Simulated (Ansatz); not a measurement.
BeS (zinc blende), relaxed with PBE (Ansatz, a program for electronic structure, plane waves, PAW): a = 4.8761 Å, b = 4.8761 Å, c = 4.8761 Å, α = 90.00°, β = 90.00°, γ = 90.00°.

| Quantity | Result |
|---|---|
| gap (eV) | 3.15 |
| ΔH_f (eV/atom) | -1.07 |
| B₀ by P(V) fit (GPa) | 92.9 |
| K_Hill (GPa) | 93.0 |
| G_Hill (GPa) | 66.5 |
| electron conductivity mass (mₑ) | 0.37 |
| Θ_D (K) | 717 |

Q: The same phase is relaxed and computed with r²SCAN in the same code. What are the cell and these values now?

A: a = 4.8686 Å, b = 4.8686 Å, c = 4.8686 Å, α = 90.00°, β = 90.00°, γ = 90.00°.

* **gap (eV)**: 3.59
* **ΔH_f (eV/atom)**: -1.22
* **B₀ by P(V) fit (GPa)**: 97.5
* **K_Hill (GPa)**: 97.5
* **G_Hill (GPa)**: 70.0
* **electron conductivity mass (mₑ)**: 0.36
* **Θ_D (K)**: 736

All cells were relaxed under the symmetry of their starts (and spin orders); stability against distortions was not tested throughout.

Potentials: the later of the program's two PAW sets.

Ansatz is a plane-wave DFT program.

Formation energies count from the lowest solids of the elements computed at the same level, not from gases.
